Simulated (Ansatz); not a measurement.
SrGa₂Te₄:
Space group Cccm (No. 66); a = 6.771 Å, b = 11.791 Å, c = 11.844 Å, α = β = γ = 90.00°

| atom | site | symmetry | x | y | z |
|---|---|---|---|---|---|
| Sr | 4b | 222 | 0.0000 | 0.5000 | 0.2500 |
| Ga | 8l | ..m | 0.0013 | 0.2410 | 0.0000 |
| Te | 8l | ..m | 0.2354 | 0.5787 | 0.0000 |
| Te | 8k | ..2 | 0.2500 | 0.2500 | 0.1717 |
(The calculation used a cell of 14 atoms; values per cell refer to that cell.)

Relaxed with r²SCAN.

Question: Tabulate the valence density and the electron localisation function along the shortest Sr–Te contact (3.49 Å), r²SCAN (plane waves, PAW; program Ansatz).

Answer: 

| distance from Sr (Å) | density (e/Å³) | ELF |
|---|---|---|
| 0.35 | 2.54 | 0.45 |
| 0.52 | 2.65 | 0.78 |
| 0.70 | 1.89 | 0.87 |
| 0.87 | 1.01 | 0.85 |
| 1.05 | 0.45 | 0.66 |
| 1.22 | 0.20 | 0.24 |
| 1.40 | 0.11 | 0.07 |
| 1.57 | 0.10 | 0.11 |
| 1.74 | 0.12 | 0.41 |
| 1.92 | 0.17 | 0.74 |
| 2.09 | 0.25 | 0.82 |
| 2.27 | 0.38 | 0.77 |
| 2.44 | 0.57 | 0.65 |
| 2.62 | 0.90 | 0.53 |
| 2.79 | 2.22 | 0.36 |
| 2.97 | 5.77 | 0.13 |
| 3.14 | 10.96 | 0.02 |

The density is the valence pseudo-density with augmentation charge, so density and ELF within about 1 Å of a nucleus are not all-electron values.

The first step of the workflow began from a Materials Project structure, measured or hypothetical; the Crystallography Open Database files this formula in space group No. 66, but the cells were not matched. Whether it is the stable phase at ambient conditions was not checked. The r²SCAN relaxation kept the symmetry of its start; its stability against distortions is not shown here. Scalar-relativistic: spin–orbit coupling is off unless named, which matters more the heavier the elements.

Potentials: the later of the program's two PAW sets.
